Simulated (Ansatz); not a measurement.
# Profile along the Sc–Sc line in Sc (hcp, Mg type)

Sc (hcp, Mg type), conventional cell a = b = 3.2771 Å, c = 5.0854 Å, α = β = 90.00°, γ = 120.00°. The calculation uses the primitive cell of 2 atoms, to which meshes and values per cell refer.

Fields along a shortest Sc–Sc line of a (0001) plane (3.28 Å), from Sc to Sc, interpolated on the slice's grid (step about 0.2 Å). Method: PBEsol (plane waves to 420 eV, PAW, scalar-relativistic; Ansatz, a program for electronic structure). k mesh 16×16×9. These are valence fields of a PAW run, semicore shells included where kept as valence: close to a nucleus they are smooth pseudo fields. Sc is run without spin polarisation. Sc was relaxed with its symmetry unable to fall.

```json
[
 {"distance from Sc (Å)": "0.00", "valence electron density (e/Å³)": "7.43", "electron localisation function": "x"},
 {"distance from Sc (Å)": "0.33", "valence electron density (e/Å³)": "6.60", "electron localisation function": "x"},
 {"distance from Sc (Å)": "0.66", "valence electron density (e/Å³)": "2.46", "electron localisation function": "0.73"},
 {"distance from Sc (Å)": "0.98", "valence electron density (e/Å³)": "0.37", "electron localisation function": "0.22"},
 {"distance from Sc (Å)": "1.31", "valence electron density (e/Å³)": "0.14", "electron localisation function": "0.12"},
 {"distance from Sc (Å)": "1.64", "valence electron density (e/Å³)": "0.12", "electron localisation function": "0.28"},
 {"distance from Sc (Å)": "1.97", "valence electron density (e/Å³)": "0.14", "electron localisation function": "0.12"},
 {"distance from Sc (Å)": "2.30", "valence electron density (e/Å³)": "0.37", "electron localisation function": "0.22"},
 {"distance from Sc (Å)": "2.62", "valence electron density (e/Å³)": "2.46", "electron localisation function": "0.73"},
 {"distance from Sc (Å)": "2.95", "valence electron density (e/Å³)": "6.60", "electron localisation function": "x"},
 {"distance from Sc (Å)": "3.28", "valence electron density (e/Å³)": "7.43", "electron localisation function": "x"}
]
```

x: too close to a nucleus for the ELF to mean much.

Density on the Sc–Sc line (3.28 Å) at its midpoint: 0.12 e/Å³. ELF at that point: 0.28.
